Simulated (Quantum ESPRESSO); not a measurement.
**Band energies of Si**

```xyz
2
Lattice="0.0000 2.7218 2.7218 2.7218 0.0000 2.7218 2.7218 2.7218 0.0000" Properties=species:S:1:pos:R:3 pbc="T T T"
Si     4.0828     4.0828     4.0828
Si     2.7218     2.7218     2.7218
```

PBE (pw.x of Quantum ESPRESSO, ONCV potentials, without SOC); path ΓXWKΓLUWLK,UX; energies in eV from the valence-band maximum.

```
k (1/Å)  point  band 1  band 2  band 3  band 4  band 5  band 6  band 7
-------  -----  ------  ------  ------  ------  ------  ------  ------
0.00         Γ  -11.91    0.00    0.00    0.00    2.55    2.55    2.55
0.21            -11.77   -0.81   -0.49   -0.49    2.24    3.22    3.22
0.52            -11.02   -3.12   -1.70   -1.70    1.28    3.47    5.33
0.84             -9.67   -5.54   -2.55   -2.55    0.65    1.67    7.79
1.15         X   -7.80   -7.80   -2.84   -2.84    0.72    0.72   10.03
1.50             -7.70   -7.70   -3.54   -3.54    2.43    2.43    7.16
1.73         W   -7.64   -7.64   -3.82   -3.82    4.27    4.27    4.97
1.87             -7.96   -7.36   -4.07   -3.38    3.00    4.27    5.66
2.14         K   -8.21   -7.21   -4.27   -2.41    1.21    4.12    7.43
2.24             -8.54   -6.88   -4.39   -2.19    1.47    5.39    6.68
2.55             -9.89   -5.47   -3.73   -1.32    2.44    4.77    5.12
2.85            -11.08   -3.47   -2.21   -0.49    3.02    3.42    3.70
3.16            -11.78   -1.05   -0.52   -0.06    2.69    2.80    2.83
3.36         Γ  -11.91    0.00    0.00    0.00    2.55    2.55    2.55
3.46            -11.88   -0.36   -0.06   -0.06    2.61    2.63    2.63
3.76            -11.40   -3.00   -0.58   -0.58    2.19    3.35    3.35
3.96            -10.79   -4.78   -0.91   -0.91    1.82    3.53    3.53
4.26             -9.74   -6.75   -1.18   -1.18    1.52    3.36    3.36
4.36         L   -9.60   -6.94   -1.19   -1.19    1.50    3.34    3.34
4.57             -9.47   -6.88   -2.13   -1.42    2.16    3.37    3.83
4.87             -8.80   -6.80   -4.02   -2.08    1.61    5.55    5.88
5.07         U   -8.21   -7.21   -4.27   -2.41    1.21    4.12    7.43
5.17             -8.18   -7.23   -4.24   -2.62    1.53    4.15    6.87
5.48         W   -7.64   -7.64   -3.82   -3.82    4.27    4.27    4.97
5.78             -8.78   -6.79   -3.88   -2.59    3.29    3.41    6.33
6.09             -9.47   -6.87   -2.12   -1.45    2.27    3.18    3.95
6.29         L   -9.60   -6.94   -1.19   -1.19    1.50    3.34    3.34
6.38             -9.58   -6.93   -1.42   -1.24    1.71    3.30    3.44
6.65             -9.20   -6.79   -3.19   -1.75    2.02    4.39    4.72
6.91             -8.44   -7.00   -4.29   -2.29    1.36    4.77    6.84
7.00         K   -8.21   -7.21   -4.27   -2.41    1.21    4.12    7.43
7.00         U   -8.21   -7.21   -4.27   -2.41    1.21    4.12    7.43
7.10             -7.99   -7.47   -3.96   -2.59    1.00    2.92    8.21
7.41         X   -7.80   -7.80   -2.84   -2.84    0.72    0.72   10.03
```

The PBE gap is indirect, 0.59 eV, from Γ to 82 % of the way from Γ to X; the smallest direct gap is 2.55 eV.

Geometry of the Materials Project entry, not relaxed at this level.
